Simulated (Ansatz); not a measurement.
MgF₂ (rutile, P4_2/mnm), LDA (plane waves, PAW; program Ansatz). The conduction-band minimum lies at Γ, with 1 equivalent valley. Second derivatives d²E/dk² of the lowest band at one valley (eV·Å²), along Cartesian directions:

| direction | d²E/dk² |
|---|---|
| [100] | 14.25 |
| [010] | 14.25 |
| [001] | 14.94 |
| [110] | 14.25 |
| [101] | 14.59 |
| [011] | 14.59 |

Q: Find the principal effective masses, the density-of-states mass and the conductivity mass.

A: Off-diagonal terms follow from H_xy = H[110] − (H_xx + H_yy)/2, and m*/mₑ = 7.620 eV·Å² over each eigenvalue: 0.51, 0.53, 0.53. One valley's DOS mass (m₁m₂m₃)^(1/3) = 0.53, conductivity mass 3/(Σ 1/mᵢ) = 0.53 mₑ.

Q: What effective density of states Nc follows at 300 K for parabolic valleys?

A: Nc = 2.509e19 × 1 × (0.53)^(3/2) ≈ 9.7e18 cm⁻³.

Symmetry was held in the LDA relaxation.

Potentials: the later of the program's two PAW sets.

Edges and masses are those of Kohn–Sham bands, whose gap is no quasiparticle gap.
